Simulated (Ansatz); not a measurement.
TaS2:
```
CELL_PARAMETERS angstrom
      3.27411     0.00000     0.00000
     -1.63706     2.83546     0.00000
      0.00000     0.00000    32.00000
ATOMIC_POSITIONS crystal
  S  0.66667 0.33333 0.54840
  S  0.66667 0.33333 0.45160
  Ta 0.00000 0.00000 0.50000
```
The layer is periodic in x and y and isolated along z.

Relaxed with LDA.

Task: All from DFT-LDA in the program Ansatz with PAW potentials, unless another level is named. Give the electronic character.

Result: metallic.

Task: Predict the work function.

Result: 6.17 eV.

Space group P-6m2 (1H). A layer that has been made, often on a substrate. The LDA relaxation kept the symmetry of its start; its stability against distortions is not shown here. No spin polarisation was allowed. With an odd number of electrons in the cell and no spin polarisation, the count alone makes it a metal. Scalar-relativistic: spin–orbit coupling is off unless named, which matters more the heavier the elements.

Potentials: the later of the program's two PAW sets.
